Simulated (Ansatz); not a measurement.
GaSb (NiAs type, P6_3/mmc), PBE (plane waves, PAW; program Ansatz), all energies at zero smearing, with the estimated change up to a 700 eV cutoff added, with one set of potentials and settings (totals compare only within such a set). Cell of 4 atoms (2 Ga, 2 Sb): -20534.970 eV.

```tsv
element	reference phase	E (eV/atom)
Ga	Cmce, 4 atoms in the cell	-3783.0259
Sb	R-3m, 2 atoms in the cell	-6484.5760
```

Formation energy per atom, worked out: (-20534.970 − 2×(-3783.0259) − 2×(-6484.5760))/4 = 0.058 eV/atom (6 kJ per mol of atoms), at 0 K, without zero-point energy or fitted corrections.

The start of the workflow was typed in or built on a structure type; neither database checked (COD, Materials Project) lists it. It is not the phase usual at ambient conditions (space group No. 216). The PBE relaxation kept the symmetry of its start; whether a distortion lowers the energy is not shown. The references are the lowest solids computed at this level, not always the standard phases. Spin–orbit coupling is left out wherever it is not named.

Potentials: the earlier of the program's two PAW sets.
